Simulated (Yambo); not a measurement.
G0W0@PBEsol for SiO$_{2}$ (space group Ama2, No. 40) in Yambo (1×2×2 mesh, 7 Ry block, plasmon pole, screening fixed), without a terminator:

```csv
bands N in G,gap Γ → Γ (eV),shift of the valence edge (eV)
100,8.403,-1.200
169,8.501,-1.455
261,8.598,-1.614
```

Extrapolate both columns to infinite N with E(N) = E∞ + A/N, test the form, and compare with the terminator.

From two points, E∞ = (N2 E2 − N1 E1)/(N2 − N1). The two largest N give 8.78 eV for the gap and -1.91 eV for the shift; the two smallest give 8.64 eV and -1.82 eV. For the gap the slopes A are -24 and -47 eV: the form isn't reached, and its limit is uncertain. For the shift the slopes A are 62 and 76 eV: the form isn't reached, and its limit is uncertain. With the Bruneval-Gonze terminator and 261 bands the run gives 8.70 eV and -1.82 eV, 0.07 eV and 0.09 eV from the extrapolated values: the terminator too is an estimate of the remainder. Block, mesh and the bands in W are held fixed.

Geometry of the Materials Project entry, not relaxed at this level; primitive cell a = 8.2771 Å, b = c = 5.0551 Å, α = 121.21°, β = γ = 90.00°.

This is not the ordinary phase of the substance; no match was found in the copy of COD used, and its stability was not checked.

A shift is the quasiparticle energy of the state minus its PBEsol energy.
